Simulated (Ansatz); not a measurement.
LiC$_{6}$:
```cif
data_C6Li
_chemical_formula_sum 'Li1 C6'
_space_group_name_H-M_alt 'P 1'
_space_group_IT_number 1
_cell_length_a 4.30637
_cell_length_b 4.30637
_cell_length_c 3.67515
_cell_angle_alpha 90.000
_cell_angle_beta 90.000
_cell_angle_gamma 120.000
loop_
_space_group_symop_operation_xyz
  'x, y, z'
loop_
_atom_site_label
_atom_site_type_symbol
_atom_site_fract_x
_atom_site_fract_y
_atom_site_fract_z
_atom_site_occupancy
Li1 Li 0.00000 0.00000 0.00000 1
C1 C 0.00000 0.33358 0.50000 1
C2 C 0.00000 0.66642 0.50000 1
C3 C 0.66642 0.00000 0.50000 1
C4 C 0.33358 0.00000 0.50000 1
C5 C 0.66642 0.66642 0.50000 1
C6 C 0.33358 0.33358 0.50000 1
```

Relaxed with r²SCAN.

Task: Which orbitals make up the states near the Fermi level in the program Ansatz at the r²SCAN level (PAW)?

Result: Within 0.5 eV of the Fermi level: C 2p 94 %, outside the projected shells 5 %. Projections are on Löwdin-orthogonalised atomic valence shells; empty p or d shells of many metals are not among them.

Task: Tabulate the density of states.

Result: States/eV per cell of 7 atoms, in 0.25 eV bins, energy from the Fermi level.

```tsv
E (eV)	total	C 2p	Li 2s	C 2s
-7.85	2.54	2.44	0.01	0.07
-7.60	2.36	2.27	0.01	0.07
-7.35	2.13	2.04	0.01	0.06
-7.10	1.99	1.92	0.01	0.05
-6.85	1.93	1.87	0.01	0.04
-6.60	1.81	1.76	0.01	0.04
-6.35	1.83	1.78	0.00	0.03
-6.10	1.80	1.77	0.00	0.02
-5.85	1.73	1.70	0.00	0.02
-5.60	1.72	1.70	0.00	0.01
-5.35	1.75	1.73	0.00	0.01
-5.10	1.85	1.83	0.00	0.01
-4.85	1.84	1.83	0.00	0.00
-4.60	1.46	1.44	0.00	0.00
-4.35	1.08	1.07	0.00	0.00
-4.10	1.01	1.00	0.00	0.00
-3.85	0.90	0.89	0.00	0.00
-3.60	0.66	0.65	0.00	0.00
-3.35	0.51	0.50	0.00	0.00
-3.10	0.40	0.39	0.00	0.00
-2.85	0.28	0.27	0.00	0.00
-2.60	0.19	0.19	0.00	0.00
-2.35	0.12	0.12	0.00	0.00
-2.10	0.08	0.08	0.00	0.00
-1.85	0.09	0.09	0.00	0.00
-1.60	0.12	0.12	0.00	0.00
-1.35	0.19	0.19	0.00	0.00
-1.10	0.31	0.30	0.00	0.00
-0.85	0.47	0.45	0.00	0.00
-0.60	0.84	0.79	0.00	0.00
-0.35	0.99	0.94	0.00	0.00
-0.10	1.06	1.00	0.00	0.00
0.15	1.10	1.04	0.00	0.00
0.40	1.20	1.13	0.00	0.00
0.65	0.98	0.92	0.00	0.00
0.90	0.84	0.79	0.00	0.00
1.15	0.78	0.73	0.00	0.00
1.40	0.75	0.71	0.00	0.00
1.65	0.70	0.63	0.02	0.00
1.90	0.80	0.60	0.13	0.02
2.15	0.89	0.60	0.19	0.03
2.40	0.89	0.56	0.23	0.03
2.65	0.91	0.52	0.25	0.03
2.90	1.02	0.54	0.25	0.02
3.15	1.09	0.55	0.23	0.02
3.40	0.93	0.46	0.19	0.01
3.65	0.87	0.46	0.17	0.01
3.90	0.86	0.48	0.17	0.01
4.15	0.86	0.45	0.18	0.01
4.40	0.87	0.38	0.23	0.01
4.65	0.96	0.41	0.23	0.01
```

Space group P6/mmm. The workflow started from a Materials Project entry (that database holds measured and hypothetical structures alike); the Crystallography Open Database copy checked does not list it. Whether it is the stable phase at ambient conditions was not checked. The cell was relaxed with r²SCAN under the symmetry of its start; of distortions, only those at the zone centre were tested.

Potentials: the later of the program's two PAW sets.
